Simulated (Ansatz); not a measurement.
SiO₂:
```xyz
9
Lattice="5.0214 0.0000 0.0000 -2.5107 4.3486 0.0000 0.0000 0.0000 5.5099" Properties=species:S:1:pos:R:3 pbc="T T T"
Si     1.3141     2.2761     0.0000
Si     2.3931     0.0000     1.8366
Si    -1.1966     2.0725     3.6733
O      0.2432     1.8024     4.3784
O      0.8282     3.6581     0.7051
O     -1.0714     3.2368     2.5418
O      1.4393     1.1118     1.1315
O      2.7539     2.5463     4.8048
O      3.3389     0.6906     2.9682
```

Relaxed with PBE. Special points in fractions of this cell's reciprocal vectors: Γ (0.000, 0.000, 0.000); M (0.500, 0.000, 0.000); K (0.333, 0.333, 0.000); A (0.000, 0.000, 0.500); L (0.500, 0.000, 0.500); H (0.333, 0.333, 0.500).

List the band energies nearest the valence-band maximum at these points for PBE in the plane-wave PAW code Ansatz.

In eV from the valence-band maximum; about four levels below and three above (degenerate sets whole), none deeper than 8.9 eV; points with the same levels are listed once.

```csv
k,below,above
Γ,-0.95 -0.95 -0.50 -0.33 -0.33,5.68 9.09 9.09
M,-1.01 -0.79 -0.26 -0.01,7.84 8.62 9.45
K,-1.22 -1.22 -0.42 -0.42 0.00,8.55 8.55 9.07
A,-1.13 -0.13 -0.13 -0.12,7.58 7.58 8.80
L,-0.84 -0.76 -0.59 -0.20,8.40 8.96 9.41
H,-0.90 -0.76 -0.56 -0.56,8.40 9.57 9.57
```

Space group P3_121. The PBE relaxation kept the symmetry of its start.

Potentials: the earlier of the program's two PAW sets.
